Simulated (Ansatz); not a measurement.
AlPt:
```yaml
crystal:
  lattice:
    - [0.00000, 2.54789, 2.54789]
    - [2.54789, 0.00000, 2.54789]
    - [2.54789, 2.54789, 0.00000]
  atoms:
    - { symbol: Pt, position: [0.00000, 0.00000, 0.00000] }
    - { symbol: Al, position: [0.50000, 0.50000, 0.50000] }
```

Relaxed with r²SCAN. Special points in fractions of this cell's reciprocal vectors: Γ (0.000, 0.000, 0.000); X (0.500, 0.000, 0.500); U (0.625, 0.250, 0.625); K (0.375, 0.375, 0.750); L (0.500, 0.500, 0.500); W (0.500, 0.250, 0.750).

Task: List the band energies nearest the Fermi level at these points for plane-wave PAW r²SCAN with spin–orbit coupling (Ansatz code).

Result: In eV from the Fermi level; about four levels below and three above (degenerate sets whole), none deeper than 8.9 eV; points with the same levels are listed once.

| k | below | above |
|---|---|---|
| Γ | -3.24 -3.24 -3.24 -3.24 | 5.38 5.38 6.12 6.12 6.12 6.12 |
| X | -1.67 -1.67 -0.81 -0.81 | 1.21 1.21 1.84 1.84 |
| U | -1.86 -1.86 -0.43 -0.43 | 0.57 0.57 3.32 3.32 |
| L | -2.25 -2.25 -1.14 -1.14 | 6.32 6.32 7.37 7.37 |
| W | -2.11 -2.11 -1.57 -1.57 | 0.01 0.01 0.31 0.31 |

Space group Fm-3m (rock salt). The start of the workflow was typed in or built on a structure type; neither database checked (COD, Materials Project) lists it. Whether it is the stable phase at ambient conditions was not checked. The cell was relaxed with r²SCAN under the symmetry of its start; its stability against distortions is not shown here. The run is not spin-polarised.

Potentials: the later of the program's two PAW sets.
